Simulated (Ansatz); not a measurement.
## GeBrO: reading a single point

```
CELL_PARAMETERS angstrom
3.82722 0.00000 0.00000
0.00000 3.82722 0.00000
0.00000 0.00000 7.02650
ATOMIC_POSITIONS crystal
Ge 0.25000 0.25000 0.15763
Ge 0.75000 0.75000 0.84237
O 0.75000 0.25000 0.00000
O 0.25000 0.75000 0.00000
Br 0.25000 0.25000 0.64087
Br 0.75000 0.75000 0.35913
```

Level: PBE, no spin polarisation; 420 eV; 9×9×5 Γ-centred mesh; fermi-dirac occupations (width 0.1 eV); Ansatz 0.2.0, fixed geometry.

**Question.** What does the stress say?

**Answer.** The pressure is -4.6 GPa (compression positive), so with the atoms held at these fractions the cell would first shrink; the forces are large, so a full relaxation may end otherwise. The principal stresses -8.7, -8.7, 3.7 GPa differ, so its shape would change too.

**Question.** What happens at the Fermi level?

**Answer.** It is a metal, with about 5.2 states/eV a cell as the mean within 0.25 eV of the Fermi level, mostly Br p (42 %), O p (27 %) and Ge s (24 %).

**Question.** Describe some of the short contacts.

**Answer.** Ge–O at 2.21 Å: least valence density 0.42 e/Å³ and ELF 0.31 there. Br–Ge at 3.05 Å: least valence density 0.16 e/Å³ and ELF 0.26 there. Br–O at 3.17 Å: least valence density 0.09 e/Å³ and ELF 0.05 there. Both are smooth PAW fields, read partly inside the augmentation spheres.

**Question.** Where is the largest force?

**Answer.** The largest is on Ge1 (and as large on other atoms): 1.58 eV/Å, components (0.00, 0.00, -1.58). It makes 60° with the line to a nearest neighbour, O3 at 2.21 Å.

Origin: a known structure type with other elements, at an estimated volume, so it need not be a known compound. Caveats: many states at the Fermi level without spin polarisation, so a magnetic state may lie lower; atoms or cell far from equilibrium.
